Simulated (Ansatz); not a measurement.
Input file for Ansatz (an electronic-structure program):

Ansatz 0.2 input:
```yaml
crystal:
  lattice:
    - [2.6425223441, 0.0, 0.0]
    - [0.0, 2.6425223441, 0.0]
    - [0.0, 0.0, 5.356288541]
  atoms:
    - { symbol: Ga, position: [0.0, 0.0, 0.5] }
    - { symbol: As, position: [0.0, 0.0, 0.0] }
kpoints:
  mp_grid: { grid: [15, 15, 8] }
hamiltonian:
  xc: lda
  pseudopotentials: { kind: paw }
scf:
  occupations: { method: fermi_dirac, width: 0.1 }
phonons:
  method: dfpt
  response_accuracy: low
  eigenvectors: true
  rigid_motions: translations
```

Output (shortened):

```
Pseudopotential: Ga, paw, valence charge 13
Pseudopotential: As, paw, valence charge 15
Functional definition: SPW92
Crystal: 2 atoms, lattice volume = 37.403 Å³
Basis set: ecut = 420 eV, 733 PW (Γ), exchange–correlation on 36×36×72 points (8 copies of the dense FFT grid, shifted against one another)
Bands: 18, of which v1, the nominal top of the filled ones, is band 14 counted from 1 (13 counted from 0)
Symmetry: 16 space group operations
k-points: 320 of 1800 (irreducible under 8 space group operations)
SCF iter   1: F=—  HF=-8480.557025 eV  |F-HF|=—  |Δ(HF+E_count)|=         —  Δρ=6.42e-3  dr2=7.14e-3  ethr=1.77e-3  ⟨swp⟩=5.1  Hψ=26174  notcnv=0
preconditioner: auto → none
SCF iter   2: F=—  HF=-8480.554761 eV  |F-HF|=—  |Δ(HF+E_count)|=   2.26e-3  Δρ=3.49e-3  dr2=3.31e-3  ethr=2.55e-5  ⟨swp⟩=2.2  Hψ=10390  notcnv=0
SCF iter   3: F=—  HF=-8480.553863 eV  |F-HF|=—  |Δ(HF+E_count)|=   8.97e-4  Δρ=8.49e-4  dr2=2.22e-4  ethr=1.18e-5  ⟨swp⟩=2.3  Hψ=7357  notcnv=0
SCF iter   4: F=—  HF=-8480.553727 eV  |F-HF|=—  |Δ(HF+E_count)|=   1.37e-4  Δρ=2.58e-4  dr2=1.31e-5  ethr=7.91e-7  ⟨swp⟩=2.1  Hψ=8878  notcnv=0
SCF iter   5: F=—  HF=-8480.553723 eV  |F-HF|=—  |Δ(HF+E_count)|=   3.93e-6  Δρ=4.82e-5  dr2=3.58e-7  ethr=4.67e-8  ⟨swp⟩=2.0  Hψ=8469  notcnv=0
SCF iter   6: F=—  HF=-8480.553722 eV  |F-HF|=—  |Δ(HF+E_count)|=   3.38e-7  Δρ=1.09e-5  dr2=3.43e-8  ethr=1.28e-9  ⟨swp⟩=2.0  Hψ=10232  notcnv=0
SCF iter   7: F=—  HF=-8480.553722 eV  |F-HF|=—  |Δ(HF+E_count)|=   1.78e-8  Δρ=1.53e-6  dr2=6.13e-10  ethr=1.22e-10  ⟨swp⟩=2.0  Hψ=10064  notcnv=0
SCF iter   8: F=—  HF=-8480.553722 eV  |F-HF|=—  |Δ(HF+E_count)|=  1.78e-10  Δρ=6.65e-7  dr2=8.87e-11  ethr=2.19e-12  ⟨swp⟩=2.0  Hψ=10205  notcnv=0
SCF iter   9: F=-8480.553722 eV  HF=-8480.553722 eV  |F-HF|=0.00e0  |Δ(HF+E_count)|=  6.37e-11  Δρ=1.56e-8  dr2=9.90e-14  ethr=1.00e-12  ⟨swp⟩=4.4  Hψ=28278  notcnv=0
SCF 1 converged in 9 iterations: F = -8480.553722 eV  dr2 = 9.90e-14
DFPT response loops at Γ: preconditioner auto → Kerker (q_TF=auto, 2.600 Å⁻¹) (partly filled bands, converged f_vac=0.000) …
SCF converged after 9 iterations
Free energy (F): -8480.553722 eV
Harris-Foulkes:  -8480.553722 eV  (|F-HF|=0.00e0)
Internal energy: -8480.524992 eV  (E = F + TS)
E sigma→0 (E₀):  -8480.539357 eV
Entropy (-TS):   -0.028730 eV (-14.365 meV/atom)
Fermi energy:    10.784957 eV
--- Per-component energies (eV) ---
  E_band       = -252.672305
  E_kinetic    = 220.153669
  E_local      = -3350.246140  (includes V_loc(G=0)·N_el)
  E_nonlocal   = -241.140737
  E_hartree    = 1719.600971
  E_xc         = -149.129117
  E_vxc        = -139.724185  (∫ρ·V_xc dr)
  E_paw        = -3662.905175  (= ΣΔE_a)
  E_vpaw       = -180.916756  (= ΣTr[D̂ρ^β])
  E_aug_tail   = -0.000107  (compensation charges beyond the density's cutoff)
  E_ewald      = -3020.662066
  E_core_change = 3.803710  (= ΣΔE_core)
  E_smearing   = -0.028730  (= −TS)
  E_closure    = 0.000000  (closes the sum)
  Σ components = -8480.553722   (vs F -8480.553722, Δ=0.00e0)
  [band-id]    e_kinetic+e_local+e_nonlocal+2·e_hartree+e_vxc+e_vpaw+e_augmentation_tail = -252.672314   (vs E_band -252.672305, Δ=-9.19e-6)
--- Band table (eV; the first three rows and the last of 320) ---
  k-point 0: bands = ["-25.3873", "-25.2599", "-25.2556", "-25.2178", "-25.2178", "-4.4893", "-4.4358", "-3.9701", "-3.9701", "-3.8753", "-3.5316", "2.4498", "4.7304", "16.1463", "16.1463", "17.3281", "20.5379", "21.0513"]
  k-point 1: bands = ["-25.3873", "-25.2598", "-25.2556", "-25.2178", "-25.2178", "-4.4893", "-4.4178", "-3.9702", "-3.9702", "-3.8753", "-3.5200", "2.0210", "5.3688", "16.1691", "16.1691", "16.2128", "20.5641", "21.8008"]
  k-point 2: bands = ["-25.3873", "-25.2598", "-25.2556", "-25.2178", "-25.2178", "-4.4893", "-4.3742", "-3.9704", "-3.9704", "-3.8753", "-3.4882", "1.3407", "6.6859", "14.2444", "16.2261", "16.2261", "20.6312", "21.8013"]
  k-point 319: bands = ["-25.3304", "-25.2514", "-25.2513", "-25.2103", "-25.1944", "-4.3291", "-4.1696", "-4.1687", "-4.0026", "-3.7276", "3.6159", "7.4356", "7.5457", "8.9303", "11.2090", "11.3788", "14.5111", "16.4572"]
--- Phonons (Γ-DFPT): 4 representative perturbations + reference, on 320 of 1800 k-points (Σ response iterations 11) ---
  ASR residual: 3.299e-4 → 0.000e0 eV/Å²; symmetrization residual: 4.294e-5 eV/Å²
  ASR residual per site (eV/Å²): 7.78e-5 3.30e-4
  Γ frequencies (cm⁻¹): 0.00 0.00 0.00 43.01 43.01 161.52
  non-analytic LO–TO correction: not included (Born effective charges unavailable; polar crystals: no LO–TO splitting at Γ)
```

Cost: very roughly 40 core-seconds on shared cores.

Space group P4/mmm. The workflow started from a Materials Project entry (that database holds measured and hypothetical structures alike); the Crystallography Open Database copy checked does not list it. It is not the phase usual at ambient conditions (space group No. 216). The LDA relaxation kept the symmetry of its start; of distortions, only those at the zone centre were tested. As this level gives no gap, phonon frequencies hold no LO–TO term and depend on the k-mesh and smearing (Fermi–Dirac, 0.1 eV here). Scalar-relativistic: spin–orbit coupling is off unless named, which matters more the heavier the elements.

Potentials: the later of the program's two PAW sets.

Ansatz is a plane-wave DFT program.
